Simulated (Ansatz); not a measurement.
FePt:
```cif
data_FePt
_chemical_formula_sum 'Fe1 Pt1'
_space_group_name_H-M_alt 'P 1'
_space_group_IT_number 1
_cell_length_a 2.73016
_cell_length_b 2.73016
_cell_length_c 3.72988
_cell_angle_alpha 90.000
_cell_angle_beta 90.000
_cell_angle_gamma 90.000
loop_
_space_group_symop_operation_xyz
  'x, y, z'
loop_
_atom_site_label
_atom_site_type_symbol
_atom_site_fract_x
_atom_site_fract_y
_atom_site_fract_z
_atom_site_occupancy
Fe1 Fe 0.50000 0.50000 0.50000 1
Pt1 Pt 0.00000 0.00000 0.00000 1
```
Starting moments (μB, in the order of the atoms Fe Pt): 3.3 0.4.

Relaxed with r²SCAN.

Which orbitals make up the states near the Fermi level in r²SCAN in the plane-wave PAW code Ansatz?

Within 0.5 eV of the Fermi level: Fe 3d 64 %, Pt 5d 19 %, Fe 4s 6 %, outside the projected shells 7 %. Projections are on Löwdin-orthogonalised atomic valence shells; empty p or d shells of many metals are not among them.

Tabulate the density of states.

States/eV per cell of 2 atoms, in 0.25 eV bins, energy from the Fermi level.

```
E (eV)  total  Pt 5d  Fe 3d  Pt 6s
------  -----  -----  -----  -----
-7.85    0.32   0.03   0.01   0.18
-7.60    0.36   0.05   0.02   0.19
-7.35    0.43   0.08   0.03   0.21
-7.10    0.64   0.20   0.09   0.24
-6.85    0.95   0.39   0.17   0.25
-6.60    1.41   0.71   0.25   0.26
-6.35    1.98   1.12   0.42   0.22
-6.10    2.49   1.42   0.61   0.17
-5.85    2.89   1.70   0.73   0.14
-5.60    2.44   1.54   0.66   0.09
-5.35    2.25   1.50   0.59   0.08
-5.10    3.04   2.04   0.78   0.12
-4.85    2.45   1.52   0.78   0.07
-4.60    2.77   1.50   1.13   0.07
-4.35    3.25   1.62   1.44   0.09
-4.10    3.73   1.66   1.83   0.09
-3.85    3.83   1.56   2.00   0.09
-3.60    3.46   1.37   1.85   0.08
-3.35    3.37   1.37   1.79   0.08
-3.10    2.75   1.32   1.26   0.07
-2.85    2.03   1.19   0.71   0.06
-2.60    3.03   1.99   0.85   0.08
-2.35    3.01   1.92   0.92   0.06
-2.10    3.06   1.66   1.22   0.06
-1.85    2.13   1.35   0.59   0.05
-1.60    1.89   1.14   0.53   0.05
-1.35    2.67   1.52   0.86   0.05
-1.10    2.33   1.20   0.78   0.06
-0.85    1.47   0.50   0.67   0.06
-0.60    1.49   0.32   0.90   0.06
-0.35    1.54   0.29   1.00   0.06
-0.10    1.35   0.25   0.88   0.05
0.15     1.06   0.21   0.66   0.05
0.40     0.85   0.15   0.52   0.05
0.65     0.94   0.18   0.59   0.04
0.90     1.84   0.39   1.26   0.05
1.15     2.54   0.43   1.88   0.05
1.40     2.48   0.40   1.84   0.07
1.65     2.26   0.33   1.72   0.06
1.90     2.53   0.34   1.93   0.09
2.15     1.35   0.20   0.84   0.12
2.40     0.85   0.14   0.37   0.12
2.65     0.65   0.09   0.24   0.09
2.90     0.63   0.08   0.21   0.08
3.15     0.64   0.07   0.19   0.09
3.40     0.58   0.06   0.15   0.08
3.65     0.54   0.05   0.12   0.08
3.90     0.51   0.05   0.10   0.07
4.15     0.48   0.04   0.08   0.07
4.40     0.45   0.03   0.07   0.06
4.65     0.43   0.03   0.06   0.07
```

Space group P4/mmm (L1₀ or tetragonal B2). The r²SCAN relaxation kept the symmetry of its start. The final state is ferromagnetic, chosen from 5 collinear starts compared on coarse meshes (ties went to the first, and starts can fall back to one state), not a proven ground state. Textbook magnetic order: ferromagnetic. Other orbital occupations within this spin state were not tried. For itinerant 3d metals, meta-GGAs of the SCAN family and hybrids are commonly reported to give too large moments. Spin–orbit coupling is left out wherever it is not named.

Potentials: the later of the program's two PAW sets.
